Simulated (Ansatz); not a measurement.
The start is a relaxed AlRh cell, doubled along one cell vector, shaken by Gaussian noise of σ = 0.08 Å a coordinate. A full variable-cell relaxation at zero pressure is run with PBEsol (plane waves to 420 eV, PAW, scalar-relativistic; Ansatz, a first-principles code). The first steps use a coarse 11×6×11 k-mesh.

Starting cell:
```
AlRh
1.0
    2.97193     0.00000     0.00000
    0.00000     5.94387     0.00000
    0.00000     0.00000     2.97193
Al Rh
2 2
Direct
  0.46200   0.25288   0.55024
  0.42234   0.74933   0.47143
  0.98873   0.01552   0.00953
  0.01169   0.48415   0.97002
```

```json
{
 "relative_to_the_parent": "It returns to the parent structure, Pm-3m (No. 221)",
 "Shortest distances (start → end)": "The closest pairs of elements (up to four, under 3.6 Å), start → end: Al–Rh 2.29 → 2.57 Å; Rh–Rh 2.79 → 2.97 Å; Al–Al 2.96 → 2.97 Å",
 "optimiser_moves": "3"
}
```

It ends as:

Space group Pm-3m (No. 221); a = b = c = 2.972 Å, α = β = γ = 90.00°

| atom | site | symmetry | x | y | z |
|---|---|---|---|---|---|
| Al | 1a | m-3m | 0.0000 | 0.0000 | 0.0000 |
| Rh | 1b | m-3m | 0.5000 | 0.5000 | 0.5000 |

Final values are on a 16×16×16 k-mesh of the relaxed cell. No spin polarisation in the result.

The first start was generated by placing the elements on the sites of a structure type. Materials Project lists a structure of AlRh in the same space group, Pm-3m (No. 221); the sites were not compared with it, nor with measured phases.
